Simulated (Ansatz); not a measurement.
Input file for Ansatz (a program for electronic structure):

Ansatz 0.2 input:
```yaml
crystal:
  lattice:
    - [0.0, 2.2742780788, 2.2742780788]
    - [2.2742780788, 0.0, 2.2742780788]
    - [2.2742780788, 2.2742780788, 0.0]
  atoms:
    - { symbol: P, position: [0.75, 0.75, 0.75] }
    - { symbol: B, position: [0.0, 0.0, 0.0] }
kpoints:
  mp_grid: { grid: [8, 8, 8] }
hamiltonian:
  xc: hse06
  pseudopotentials: { kind: paw }
scf:
  n_extra_bands: 6
  occupations: { method: fixed }
output:
  eigenvalues: true
  eigenstates:
    e_range: [-9.0, 9.9]
    kpoints:
      - [0.0, 0.0, 0.0]  # VBM
      - [0.0, 0.414062, 0.414062]  # CBM
      - [0.0, 0.0, 0.0]  # GAMMA
      - [0.5, 0.0, 0.5]  # X
      - [0.5, 0.5, 0.5]  # L
      - [0.5, 0.25, 0.75]  # W
      - [0.375, 0.375, 0.75]  # K
      - [0.625, 0.25, 0.625]  # U
```

Output (shortened):

```
Pseudopotential: P, paw, valence charge 5
Pseudopotential: B, paw, valence charge 3
Functional definition: HSE06
davidson cushion auto → on  (no smearing: the cushion is to keep the highest requested band from converging to the state above it …
Crystal: 2 atoms, lattice volume = 23.527 Å³
Basis set: ecut = 420 eV, 459 PW (Γ)
Bands: 10, of which v1, the nominal top of the filled ones, is band 4 counted from 1 (3 counted from 0)
Symmetry: 24 space group operations
Space group: F-43m (ITA 216), of the structure as read, at distance tolerance 2.9e-5 Å
k-points: 29 of 512 (time reversal used)
SCF iter   1: F=—  HF=-912.441035 eV  |F-HF|=—  |Δ(HF+E_count)|=         —  Δρ=1.13e-3  dr2=1.60e-4  ethr=1.77e-3  ⟨swp⟩=2.0  Hψ=2222  notcnv=0
preconditioner: auto → none
SCF iter   2: F=-912.441122 eV  HF=-912.441093 eV  |F-HF|=2.98e-5  |Δ(HF+E_count)|=   5.78e-5  Δρ=5.09e-4  dr2=2.16e-5  ethr=1.99e-6  ⟨swp⟩=3.1  Hψ=758  notcnv=0
SCF 1 stopped early in 2 iterations: F = -912.441122 eV  dr2 = 2.16e-5
Crystal: 2 atoms, lattice volume = 23.527 Å³
Exchange kernel: α = 0.2500, screened, ω = 0.2079 Å⁻¹, Wigner–Seitz truncation, v(0) = 1046.8314 eV·Å³, q-mesh 8×8×8, nearest image of the exchange supercell L …
Frozen-core exchange: fock
SCF iter   1: F=—  HF=-913.126248 eV  |F-HF|=—  |Δ(HF+E_count)|=         —  Δρ=4.35e-3  dr2=2.62e-3  ethr=2.71e-6  ⟨swp⟩=6.1  Hψ=1525  notcnv=0
preconditioner: auto → none
SCF iter   2: F=—  HF=-913.125184 eV  |F-HF|=—  |Δ(HF+E_count)|=   1.06e-3  Δρ=1.94e-3  dr2=6.03e-4  ethr=2.71e-6  ⟨swp⟩=3.0  Hψ=985  notcnv=0
SCF iter   3: F=—  HF=-913.127006 eV  |F-HF|=—  |Δ(HF+E_count)|=   1.82e-3  Δρ=6.40e-4  dr2=5.24e-5  ethr=2.71e-6  ⟨swp⟩=3.0  Hψ=852  notcnv=0
iter 4 solved again at ethr=1.29e-8 eV; its pass at ethr=5.83e-7 eV (dr2=1.03e-6 eV) is discarded
SCF iter   4: F=—  HF=-913.126989 eV  |F-HF|=—  |Δ(HF+E_count)|=   1.77e-5  Δρ=9.11e-5  dr2=4.21e-6  ethr=1.29e-8  ⟨swp⟩=2.8  Hψ=1434  notcnv=0
SCF iter   5: F=-913.127011 eV  HF=-913.127011 eV  |F-HF|=5.41e-7  |Δ(HF+E_count)|=   2.23e-5  Δρ=7.68e-5  dr2=1.07e-6  ethr=1.29e-8  ⟨swp⟩=3.1  Hψ=929  notcnv=0
SCF 2 stopped early in 5 iterations: F = -913.127011 eV  dr2 = 1.07e-6
hybrid outer 1: dexx = +2.298e-3 eV, tail = 3.32e-6 eV
Crystal: 2 atoms, lattice volume = 23.527 Å³
Exchange kernel: α = 0.2500, screened, ω = 0.2079 Å⁻¹, Wigner–Seitz truncation, v(0) = 1046.8314 eV·Å³, q-mesh 8×8×8, nearest image of the exchange supercell L …
Frozen-core exchange: fock
SCF iter   1: F=—  HF=-913.127003 eV  |F-HF|=—  |Δ(HF+E_count)|=         —  Δρ=1.53e-5  dr2=5.66e-8  ethr=2.07e-7  ⟨swp⟩=2.1  Hψ=700  notcnv=0
preconditioner: auto → none
iter 2 solved again at ethr=2.84e-11 eV; its pass at ethr=6.82e-10 eV (dr2=2.27e-9 eV) is discarded
SCF iter   2: F=-913.127003 eV  HF=-913.127003 eV  |F-HF|=2.83e-10  |Δ(HF+E_count)|=   8.32e-9  Δρ=5.21e-6  dr2=4.67e-9  ethr=2.84e-11  ⟨swp⟩=2.1  Hψ=1669  notcnv=0
SCF 3 converged in 2 iterations: F = -913.127003 eV  dr2 = 4.67e-9
hybrid outer 2: dexx = +2.252e-8 eV, tail = 9.74e-9 eV, Δε = 1.63e-3 eV (about 1.31e-4 eV left of the loop's levels)
NSCF: frozen V_eff on 8 k-points
hybrid SCF converged: 2 outer / 7 inner (+2 warm-up), last move |dexx| = 2.25e-8 eV, tail = 9.74e-9 eV
Stability not checked (fock_operator)
Free energy (F): -913.127003 eV
Frozen-core exchange: fock
Harris-Foulkes:  -913.127003 eV  (|F-HF|=2.83e-10)
Internal energy: -913.127003 eV  (E = F + TS)
E sigma→0 (E₀):  -913.127003 eV
Fermi energy:    8.756544 eV
--- Per-component energies (eV) ---
  E_band       = 12.984918
  E_kinetic    = 121.084043
  E_local      = -67.376201  (includes V_loc(G=0)·N_el)
  E_nonlocal   = 44.229070
  E_hartree    = 17.077194
  E_xc         = -77.356044
  E_vxc        = -81.449349  (∫ρ·V_xc dr)
  E_exx        = -13.706134  (= α·E_x^exact, valence–valence)
  E_paw        = -652.161766  (= ΣΔE_a)
  E_vpaw       = -10.244698  (= ΣTr[D̂ρ^β])
  E_aug_tail   = 0.000001  (compensation charges beyond the density's cutoff)
  E_ewald      = -284.828957
  E_core_change = -0.088209  (= ΣΔE_core)
  E_smearing   =  0.000000  (= −TS)
  E_closure    = 0.000000  (closes the sum)
  Σ components = -913.127003   (vs F -913.127003, Δ=-1.14e-13)
  [band-id]    e_kinetic+e_local+e_nonlocal+2·e_hartree+e_vxc+2·e_exx+e_vpaw+e_augmentation_tail = 12.984986   (vs E_band 12.984918, Δ=6.78e-5)
--- Band table (eV; the first three rows and the last of 29) ---
  k-point 0: bands = ["-8.2684", "8.7565", "8.7565", "8.7565", "13.0839", "13.0839", "13.0839", "17.3279", "21.2936", "22.0764"]
  k-point 1: bands = ["-7.9616", "6.7674", "8.3079", "8.3079", "13.6131", "13.7104", "13.7104", "18.1630", "21.1244", "21.1244"]
  k-point 2: bands = ["-7.0609", "3.4563", "7.5538", "7.5538", "13.6785", "14.5387", "14.5387", "19.6876", "20.8727", "20.8727"]
  k-point 28: bands = ["-2.6164", "-0.2262", "2.6072", "2.8263", "15.0809", "16.4971", "17.2328", "17.4313", "23.1088", "26.4816"]
```

Cost: very roughly 60 core-seconds on shared cores.

The points marked VBM and CBM come from a semilocal run.

Symmetry was held in the PBE relaxation; phonons on a q-mesh show no instability.

Potentials: the later of the program's two PAW sets.

Ansatz is a plane-wave DFT program.
